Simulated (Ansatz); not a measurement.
**Relaxing a structure of Bi**

The start is a randomly generated symmetric cell of Bi (space group No. 65). A full variable-cell relaxation at zero pressure is run with r2SCAN (plane waves to 500 eV, PAW, scalar-relativistic; Ansatz, a first-principles code). The first steps use a coarse 13×13×7 k-mesh.

Input geometry:
```
Bi
1.0
    1.50117    -2.49641     0.00000
    1.50117     2.49641     0.00000
    0.00000     0.00000     4.52648
Bi
1
Cartesian
  1.50117   0.00000   0.00000
```

```yaml
energy_released: 1.09 to 1.11 eV/atom (the two k-meshes of the run give this range)
volume_change: -2.1 %, from 33.93 to 33.20 Å³/atom
Shortest distances (start → end): "The closest pairs of elements (up to four, under 3.6 Å), start → end: Bi–Bi 2.91 → 3.28 Å"
band_gap_at_the_end: zero (metallic)
optimiser_moves: 17
```

Final structure:

```cif
data_Bi
_chemical_formula_sum 'Bi1'
_space_group_name_H-M_alt 'P6/mmm'
_space_group_IT_number 191
_space_group_name_Hall '-P 6 2'
_cell_length_a 3.41757
_cell_length_b 3.41757
_cell_length_c 3.28325
_cell_angle_alpha 90.000
_cell_angle_beta 90.000
_cell_angle_gamma 120.000
loop_
_atom_site_label
_atom_site_type_symbol
_atom_site_symmetry_multiplicity
_atom_site_Wyckoff_symbol
_atom_site_fract_x
_atom_site_fract_y
_atom_site_fract_z
_atom_site_occupancy
Bi1 Bi 1 a 0.00000 0.00000 0.00000 1
```

Final values are on a 16×16×14 k-mesh of the relaxed cell. No spin polarisation in the result.

The run could not lose the symmetry of its start: the end is stationary, and may be a saddle point rather than a minimum.

The relaxed structure here is a generated cell of Bi: the first start was made by a random draw of sites in a space group, and the end was not matched to a known phase here, so it may be hypothetical. Known forms of Bi include space group No. 166.
